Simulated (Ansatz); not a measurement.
One crystal and one scan (frozen-phonon scan) at two levels, PBE (plane waves to 420 eV, PAW, scalar-relativistic; Ansatz, a quantum-chemistry and plane-wave program) and r2SCAN (plane waves to 500 eV, PAW, scalar-relativistic; Ansatz), each from its own relaxed cell and on its own mesh. The cell shown is that of PBE.

Starting cell, Ca (fcc, Cu type):

```xyz
2
Lattice="0.0000 5.5265 5.5265 2.7633 0.0000 2.7633 2.7633 2.7633 0.0000" Properties=species:S:1:pos:R:3 pbc="T T T"
Ca     0.0000     0.0000     0.0000
Ca     2.7633     5.5265     2.7633
```

The atoms are displaced by Q × the pattern below (from a DFPT mode at L = (0.5, 0.0, 0.0), largest move 1; Q in Å), at fixed cell. (q is in reciprocal vectors of the primitive cell; the cell shown is doubled to hold the pattern.)

| atom | x | y | z |
|---|---|---|---|
| Ca1 | -0.577 | 0.577 | 0.577 |
| Ca2 | 0.577 | -0.577 | -0.577 |

Ca was relaxed with its symmetry unable to fall. With partly filled bands, energies and forces of such displacements shift with the k mesh and the smearing. Percentages come from the unrounded values.

Results of PBE:

| Item | Result |
|---|---|
| Lattice constant a (Å) | 5.527 |
| Harmonic wavenumber from the curvature (finite differences) (cm⁻¹ (negative: imaginary)) | 154 |
| Shape of the curve | a single well with its minimum at or next to zero displacement |

**Question.** What does r2SCAN give for the same quantities?

**Answer.** 
```csv
quantity,r2SCAN,PBE − r2SCAN
Lattice constant a (Å),5.568,-0.041 (-0.8 %)
Harmonic wavenumber from the curvature (finite differences) (cm⁻¹ (negative: imaginary)),161,-7 (-4 %)
```

PBE gives the lower value for: lattice constant a; harmonic wavenumber from the curvature. Both give the same shape of the curve: a single well with its minimum at or next to zero displacement. Neither level is exact: the differences show how much the result hangs on the functional.

(For displaced atoms, the force is minus the slope of the energy, and its curvature is a force constant, which sets phonon frequencies.)
